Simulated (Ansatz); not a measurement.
Hf:
```xyz
2
Lattice="0.0000 3.1847 3.1847 3.1847 0.0000 3.1847 3.1847 3.1847 0.0000" Properties=species:S:1:pos:R:3 pbc="T T T"
Hf     0.0000     0.0000     0.0000
Hf     1.5924     1.5924     1.5924
```

Relaxed with PBEsol.

Problem. Decompose the optical modes at the zone centre into irreducible representations, and say which are infrared and Raman allowed.

Solution. Point group m-3m: Γ_opt = T2g. Infrared: none. Raman: T2g.

Problem. Assign frequencies (DFPT, DFT-PBEsol in the program Ansatz with PAW potentials).

Solution. T2g 63 cm⁻¹.

Space group Fd-3m (diamond). The start of the workflow was typed in or built on a structure type; neither database checked (COD, Materials Project) lists it. It is not the phase usual at ambient conditions (space group No. 194). Symmetry was held in the PBEsol relaxation. At this level the phase is mechanically unstable. The run is not spin-polarised. As this level gives no gap, phonon frequencies hold no LO–TO term and depend on the k-mesh and smearing (Fermi–Dirac, 0.1 eV here). Spin–orbit coupling is left out wherever it is not named.

Potentials: the later of the program's two PAW sets.
